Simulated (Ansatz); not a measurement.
**Rb2LiNb2Te2O12: field gradients at two levels of theory**

Cell: a Materials Project structure (computed, not necessarily an observed phase), taken as it stands.

```
CELL_PARAMETERS angstrom
6.47631 -3.75493 0.00000
6.47631 3.75493 0.00000
-4.31794 0.00000 6.15269
ATOMIC_POSITIONS crystal
Rb 0.35509 0.35509 0.58177
Rb 0.57528 0.57528 0.22243
Li 0.73578 0.73578 0.73603
Nb 0.50263 0.00891 0.02350
Nb 0.00891 0.50263 0.02350
Te 0.01199 0.01199 0.51998
Te 0.00289 0.00289 0.00865
O 0.93475 0.93475 0.69633
O 0.31885 0.31885 0.07544
O 0.93862 0.31154 0.07368
O 0.33067 0.94203 0.69565
O 0.31154 0.93862 0.07368
O 0.94203 0.33067 0.69565
O 0.07375 0.07375 0.32034
O 0.69153 0.69153 0.94703
O 0.05620 0.69348 0.93202
O 0.68898 0.06809 0.32762
O 0.69348 0.05620 0.93202
O 0.06809 0.68898 0.32762
```

Sites (sets of like atoms) are named by element and the number of their first atom in this list.

First run. The numbers come from a DFT calculation in Ansatz (PBE, plane waves and PAW, scalar-relativistic, 420 eV cutoff, Γ-centred 5×5×5 k-points, Fermi–Dirac smearing 0.05 eV).

```tsv
site	atom	V_zz (10²¹ V/m²)	η
Rb1	1	1.86	0.39
Rb2	2	8.74	0.05
Li	3	0.17	0.16
Nb	4	6.35	0.54
Te6	6	9.04	0.42
Te7	7	-3.56	0.26
O8	8	14.31	0.62
O9	9	-1.30	0.19
O10	10	10.53	0.12
O11	11	11.15	0.20
O14	14	15.16	0.40
O15	15	-1.87	0.05
O16	16	10.94	0.09
O17	17	8.59	0.17
```

Second run. The same atoms and settings, except that the functional is r2SCAN, the cutoff is 500 eV and the mesh is 6×6×6.

**Question.** Given the first result, estimate the second.

**Answer.** 

```json
{"site": "Rb1", "atom": "1", "V_zz": "1.91", "η": "0.41", "change of V_zz": "+0.05"}
{"site": "Rb2", "atom": "2", "V_zz": "8.71", "η": "0.04", "change of V_zz": "-0.03"}
{"site": "Li", "atom": "3", "V_zz": "0.17", "η": "0.18", "change of V_zz": "0.00"}
{"site": "Nb", "atom": "4", "V_zz": "6.28", "η": "0.53", "change of V_zz": "-0.07"}
{"site": "Te6", "atom": "6", "V_zz": "9.55", "η": "0.39", "change of V_zz": "+0.51"}
{"site": "Te7", "atom": "7", "V_zz": "-3.57", "η": "0.34", "change of V_zz": "-0.01"}
{"site": "O8", "atom": "8", "V_zz": "14.72", "η": "0.61", "change of V_zz": "+0.41"}
{"site": "O9", "atom": "9", "V_zz": "-1.40", "η": "0.05", "change of V_zz": "-0.10"}
{"site": "O10", "atom": "10", "V_zz": "10.85", "η": "0.12", "change of V_zz": "+0.32"}
{"site": "O11", "atom": "11", "V_zz": "11.55", "η": "0.21", "change of V_zz": "+0.40"}
{"site": "O14", "atom": "14", "V_zz": "15.63", "η": "0.39", "change of V_zz": "+0.47"}
{"site": "O15", "atom": "15", "V_zz": "-1.95", "η": "0.24", "change of V_zz": "-0.08"}
{"site": "O16", "atom": "16", "V_zz": "11.28", "η": "0.07", "change of V_zz": "+0.34"}
{"site": "O17", "atom": "17", "V_zz": "8.98", "η": "0.17", "change of V_zz": "+0.39"}
```

The largest change of V_zz is on Te6, from 9.04 to 9.55. In per cent, |V_zz| changes by 0 on Rb, -1 on Nb, 0 to +6 on Te, +3 to +5 on O (all sites that start above 2). Where |V_zz| stays above 0.1, η moves most on O15, from 0.05 to 0.24.

Without spin–orbit coupling the gradients at and beside Te can be off by some per cent, at some sites by more. Semilocal functionals can leave a metal where correlation in the d or f shell opens a gap in the real compound, and that would change the values at and beside Nb. With these PAW files V_zz is typically within 2 to 3 % of all-electron values, but misses above 10 % occur on Li.
For the first run: The largest force is 0.6 eV/Å, so the atoms aren't at the calculated equilibrium and relaxing them would move these values. A computed database structure should lie near equilibrium, so this entry is doubtful.
For the second run: At this cell the r2SCAN pressure is -6 GPa, so with r2SCAN the cell would shrink if it were relaxed. The entry's cell may itself be off. The largest force is 0.5 eV/Å, so the atoms aren't at the calculated equilibrium and relaxing them would move these values.
